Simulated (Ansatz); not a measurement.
AlV₂C:
```
AlV2C
1.0
    2.87878     0.00000     0.00000
   -1.43939     2.49310     0.00000
    0.00000     0.00000    13.02100
Al V C
2 4 2
Cartesian
  0.00000   1.66207   9.76575
  1.43939   0.83103   3.25525
  0.00000   1.66207   1.10817
  1.43939   0.83103   7.61867
  1.43939   0.83103  11.91284
  0.00000   1.66207   5.40234
  0.00000   0.00000   0.00000
  0.00000   0.00000   6.51050
```

Relaxed with PBEsol. Special points in fractions of this cell's reciprocal vectors: Γ (0.000, 0.000, 0.000); M (0.500, 0.000, 0.000); K (0.333, 0.333, 0.000); A (0.000, 0.000, 0.500); L (0.500, 0.000, 0.500); H (0.333, 0.333, 0.500).

Task: List the band energies nearest the Fermi level at these points for DFT-PBEsol in the program Ansatz with PAW potentials.

Result: In eV from the Fermi level; about four levels below and three above (degenerate sets whole), none deeper than 8.9 eV; points with the same levels are listed once.

| k | below | above |
|---|---|---|
| Γ | -0.31 -0.31 -0.29 -0.29 | 0.60 0.60 0.64 0.64 |
| M | -2.59 -2.53 -1.55 -1.52 | 0.73 1.09 1.13 |
| K | -1.71 -1.71 -1.31 -0.26 | 1.12 1.12 1.31 1.31 |
| A | -0.30 -0.30 -0.30 -0.30 | 0.62 0.62 0.62 0.62 |
| L | -2.54 -2.54 -1.53 -1.53 | 0.95 0.95 1.17 1.17 |
| H | -1.60 -1.60 -0.76 -0.76 | 1.01 1.01 1.47 1.47 |

Space group P6_3/mmc. Symmetry was held in the PBEsol relaxation. The workflow began spin-polarised and lost its moments.

Potentials: the later of the program's two PAW sets.
